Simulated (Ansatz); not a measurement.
Q: Each is relaxed and computed with r²SCAN (plane waves, PAW; program Ansatz). Which is the only metal?
(A) CaC2, MoSi2 or CaC2 type
(B) CaZnC2O6, R-3 (Ca on 3a, Zn on 3b, C on 6c, O on 18f)
(C) SiC, Pnma (Si on 4c, C on 4c)
(D) Zr2C, P4/nmm (Zr on 2a, Zr on 2c, C on 2c)

A: D, Zr2C, P4/nmm (Zr on 2a, Zr on 2c, C on 2c). Zr2C: metal; SiC: gap 3.02 eV (indirect); CaC2: gap 1.66 eV (indirect); CaZnC2O6: gap 4.80 eV (indirect). Constructed cells (a structure type filled with these elements, in neither database checked): Zr2C, P4/nmm (Zr on 2a, Zr on 2c, C on 2c). Typed or built starts, not in the databases checked: SiC, Pnma (Si on 4c, C on 4c). Not the usual ambient phase: SiC, Pnma (Si on 4c, C on 4c). Standing as an ambient phase not checked: CaC2, MoSi2 or CaC2 type; CaZnC2O6, R-3 (Ca on 3a, Zn on 3b, C on 6c, O on 18f). All cells were relaxed under the symmetry of their starts (and spin orders); stability against distortions was not tested throughout. Rows with no word on spin ran without spin polarisation. Scalar-relativistic: spin–orbit coupling is off unless named, which matters more the heavier the elements.

Potentials: the later of the program's two PAW sets.
